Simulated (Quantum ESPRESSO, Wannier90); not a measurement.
**TlCl (CsCl type): Wannier90 run**

```yaml
crystal:
  lattice:
    - [3.83747, 0.00000, 0.00000]
    - [0.00000, 3.83747, 0.00000]
    - [0.00000, 0.00000, 3.83747]
  atoms:
    - { symbol: Tl, position: [0.00000, 0.00000, 0.00000] }
    - { symbol: Cl, position: [0.50000, 0.50000, 0.50000] }
```

Cell from Materials Project (mp-23167), symmetrised, no further relaxation. COD (Crystallography Open Database) has an entry of this formula and space group (matched by these alone). Level: LDA, no spin polarisation, no spin-orbit coupling; pw.x of Quantum ESPRESSO at 50 Ry with PseudoDojo potentials, 8×8×8 k-points, Wannier90. Density: 8×8×8 mesh, cold smearing 0.01 Ry. Spin-orbit coupling is left out although heavy elements are present.

Functional, cutoff and mesh named above are those of the base row (8×8×8); the first column says what each row takes instead. Model: 5 functions from bands 1,7-10, start SCDM (isolated) (the valence bands). Energies are relative to the valence-band maximum; the misfit is to pw.x on a path, for all bands of the set. Only the mesh of Bloch states changes. Ω_total can sit in another minimum from row to row; Ω_I of an isolated set cannot.

Question: Among the meshes 3×3×3, 4×4×4, 5×5×5, 7×7×7, 8×8×8, 10×10×10, which is the coarsest that interpolates to 20 meV rms?

Answer: 4×4×4.

```csv
mesh,Ω_I (Å²),Ω_total (Å²),rms misfit (meV),k-points (cost),rough cost of nscf and overlaps (first row = 1)
3×3×3,6.29,7.23,76,27,1.0
4×4×4,6.72,7.60,14,64,2.2
5×5×5,7.04,7.93,18,125,4
7×7×7,7.29,8.15,5.3,343,8
8×8×8,7.35,8.21,1.2,512,13
10×10×10,7.44,8.29,0.4,1000,24
```

Ω_I still rises with the mesh: the finite-difference spreads converge slowly and from below.
